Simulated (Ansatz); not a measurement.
# Data sheet: Pt3W (DFT)

Pt3W (Cu3Au type, Pm-3m), a = b = c = 3.969 Å, α = β = γ = 90.00°.

Space group Pm-3m (No. 221), Cu3Au type; conventional cell a = b = c = 3.969 Å, α = β = γ = 90.00°.

Method: DFT-PBE in the program Ansatz with PAW potentials. Structure relaxed to zero pressure with the same functional. Other levels are named where they apply.

### Cell and energy

```json
{
 "volume_per_atom": "15.63 Å³",
 "density": "20.43 g/cm³",
 "Formation energy from the elements (no fitted shifts)": "-0.038 eV/atom"
}
```

### Electronic structure

```json
{
 "electronic_character": "metallic (no gap)",
 "Density of states at the Fermi level": "1.9 states/eV per atom (mean over ±0.08 eV)",
 "Gap with spin–orbit coupling": "none (metallic)"
}
```

### Mechanics

```json
{
 "Bulk modulus (Birch–Murnaghan fit)": "273 GPa",
 "Pressure derivative B′": "5.1"
}
```

The cell is a constructed one: a structure type filled with these elements; neither database checked (COD, Materials Project) lists it. Its standing as an ambient phase is unchecked. The cell was relaxed with PBE under the symmetry of its start; its stability against distortions is not shown here. The run is not spin-polarised. The references are the lowest solids computed at this level, not always the standard phases. Spin–orbit coupling is left out wherever it is not named.

Potentials: the earlier of the program's two PAW sets.
